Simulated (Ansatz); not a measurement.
This guess for IrPtC₄N₄ is about to be relaxed.

Space group P-43m (No. 215). a = 5.883 Å, b = 5.883 Å, c = 5.883 Å, α = 90.00°, β = 90.00°, γ = 90.00°
```csv
atom,site,symmetry,x,y,z
Ir,1b,-43m,0.5000,0.5000,0.5000
Pt,1a,-43m,0.0000,0.0000,0.0000
C,4e,.3m,0.1881,0.1881,0.1881
N,4e,.3m,0.3030,0.3030,0.3030
```

Theory: Ansatz 0.2.0, DFT PBE, scalar-relativistic, plane waves, PAW. Cutoff 420 eV, Gaussian smearing, Γ-centred meshes. Cell and atoms relax first on a coarse mesh and then on a finer one. In between, the cell is made exact in the group found at 0.06 Å. In metals the finer mesh still leaves noise of several meV/atom or more. The steps can't lower the symmetry of their start. Collinear spin, starting moments Ir 1.0 μB.

A guess keeps its type if space group and coordination stay and the shape of the cell changes little (axis ratios within about 15 %, angles within 6°); the volume may change.

Problem. Will the relaxed cell still be of the starting type?

Solution. It keeps its type. The symmetry stays P-43m (No. 215). The volume per atom stays near 20.4 Å³. The shortest distance goes from 1.17 Å (C–N) to 1.19 Å (C–N). Counting neighbours within 15 % of an atom's shortest distance, the start has C 1, Ir 4, N 1, Pt 4 and the end C 1, Ir 4, N 1, Pt 4.

Formation energies are uncorrected and refer to the elements' standard structures at the same level (N₂ as a molecule).

Problem. At what energy does it end?

Solution. +0.84 eV/atom. It can't be a ground state, since the elements alone are lower.

The last run used collinear spin, a 6×6×6 mesh for its 10-atom cell and Gaussian smearing of 0.10 eV. Spin–orbit coupling, which can matter for Ir and Pt, is left out. The reference form of C is held partly by dispersion forces, which this level lacks. The magnetic state reached may not be the lowest. Symmetry constrained the relaxation, so the result can be a saddle point.
